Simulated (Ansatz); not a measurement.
## Stress against strain in P

```xyz
1
Lattice="4.2729 0.0000 0.0000 0.0000 4.2729 0.0000 0.0000 0.0000 4.3780" Properties=species:S:1:pos:R:3 pbc="T T T"
P     0.0000    0.0000    0.0000
```

The geometry is COD entry 1534547, unchecked; take it as a test cell.

Method: Ansatz 0.2.0, DFT, PBEsol, all-electron LAPW, scalar-relativistic.

Settings: a Γ-centred 10×10×9 k mesh, Fermi–Dirac smearing of 0.08 eV, basis error target 0.25 meV/atom, no spin polarisation.

The strain is applied along the Cartesian axes of the cell as listed (the other components stay zero). Fractional coordinates are held (clamped ions).

σ is the change of stress from the unstrained cell, which is at -3.78 GPa; tension is positive, so slopes are stress–strain coefficients at that pressure. In a metal the k mesh adds noise.

Only quantities that a quadratic follows smoothly over the whole series are listed; rougher ones are left out.

```
εxx = εyy  σzz (GPa)  σxx (GPa)
  -0.0200       0.10       0.51
   0.0000       0.00       0.00
   0.0100      -0.05      -0.24
   0.0200      -0.10      -0.46
```

Question: Fit the series and read off the stiffness at zero strain.

Answer: Least-squares fits y = p0 + p1 x + p2 x² to the rows give σzz (GPa): p1 = -5, p2 = 2.6e-14; σxx (GPa): p1 = -24.3, p2 = 66. So C13 + C23 = -5 GPa and C11 + C12 = -24 GPa, for these axes.

Question: One run, at εxx = εyy = -0.0100, is withheld. Predict its row.

Answer: The fits give 0.05, 0.25; the run gave 0.05, 0.25.
